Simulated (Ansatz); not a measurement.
# Competing spin states in Sr2MnClO3

```
CELL_PARAMETERS angstrom
3.84170 0.00000 0.00000
0.00000 3.84170 0.00000
0.00000 0.00000 14.73720
ATOMIC_POSITIONS crystal
Sr 0.50000 0.00000 0.34372
Sr 0.00000 0.50000 0.65628
Sr 0.50000 0.00000 0.09083
Sr 0.00000 0.50000 0.90917
Mn 0.00000 0.50000 0.21030
Mn 0.50000 0.00000 0.78970
Cl 0.00000 0.50000 0.42640
Cl 0.50000 0.00000 0.57360
O 0.00000 0.00000 0.23110
O 0.50000 0.50000 0.23110
O 0.50000 0.50000 0.76890
O 0.00000 0.00000 0.76890
O 0.00000 0.50000 0.07340
O 0.50000 0.00000 0.92660
```

All energies were calculated with Ansatz 0.2.0 (r2SCAN with U_eff = 2.7 eV on Mn d (all-electron-ortho-atomic projectors); 500 eV; 7×7×2 Γ-centred mesh; fermi-dirac occupations of width 0.050 eV). The atoms are fixed and numbered as listed; spin is collinear, without spin-orbit coupling.

Different starts of the self-consistent cycle ended in different solutions. Their moments in μB:

| state | Mn5 | Mn6 | other atoms together | size of the net moment a cell |
| --- | --- | --- | --- | --- |
| A | 3.38 | 3.38 | 0.11 | 8.00 |
| B | 3.37 | -3.37 | 0.00 | 0.00 |
| C | 0.00 | 0.00 | 0.00 | 0.00 |

Site moments are taken in small spheres that don't touch (radius about 0.4 of the atom's shortest bond), so those of the magnetic atoms read low, and they needn't add up to the net moment. State C was run without spin polarisation.

Problem. Which state has the lowest energy at zero smearing, and how far up are the others?

Solution. State A (parallel moments) comes first by a margin too small to trust; B (antiparallel, compensated) lies 0.5 meV above it, C (without moments) lies 481 meV above it, all counted an atom of the cell. The two lowest differ by only 3.8 meV for each atom with a column above, which mesh or functional could overturn.

Problem. Which states have a gap on the mesh, and what pressure does each exert on this cell?

Solution. A: no gap, 1.6 GPa; B: no gap, 1.5 GPa; C: a narrow gap at most, -2.4 GPa (positive in compression). Moments take up room: without them the pressure is lower, so that state wants a smaller cell.

Problem. What does magnetism gain here?

Solution. 481 meV an atom of the cell, or 3364 meV for each Mn atom, against state C, which has none. That state isn't the paramagnet, which keeps its moments, so this is no ordering energy, and a U raises it further by its penalty on part-filled orbitals.

The cell is that of a Crystallography Open Database entry, unchanged.

Caveats: only orders that fit this cell and collinear spins were tried, so the true order may need a larger cell or canted moments; atoms and cell are not relaxed, and each state would relax in its own way; the U is a value in common use, not computed for this crystal; the k mesh is coarse, so differences of a few meV are uncertain where a state is a metal; one start a pattern, so a lower state of the same pattern may exist; the nearest magnetic pairs stand parallel in every state found, so their coupling isn't measured.
